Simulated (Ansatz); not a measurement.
Consider the following.

YAs:
Space group Fm-3m (No. 225); a = 5.6965 Å, b = 5.6965 Å, c = 5.6965 Å, α = 90.00°, β = 90.00°, γ = 90.00°

```tsv
atom	site	symmetry	x	y	z
Y	4a	m-3m	0.0000	0.0000	0.0000
As	4b	m-3m	0.5000	0.5000	0.5000
```
(The calculation used a cell of 2 atoms; values per cell refer to that cell.)

This is the LDA-relaxed structure.

Problem. All from LDA (plane waves, PAW; program Ansatz), unless another level is named. Estimate the electronic character.

Solution. metallic (no gap).

Problem. What about the density of states at the Fermi level?

Solution. 0.11 states/eV per atom (mean over ±0.08 eV).

Problem. Predict the formation energy from the elements (no fitted shifts).

Solution. -1.63 eV/atom.

The first step of the workflow began from a Materials Project structure, measured or hypothetical; the Crystallography Open Database files this formula in space group No. 225, but the cells were not matched. Whether it is the stable phase at ambient conditions was not checked. Symmetry was held in the LDA relaxation; of distortions, only those at the zone centre were tested. No spin polarisation was allowed. The references are the lowest solids computed at this level, not always the standard phases. Scalar-relativistic: spin–orbit coupling is off unless named, which matters more the heavier the elements.

Potentials: the later of the program's two PAW sets.
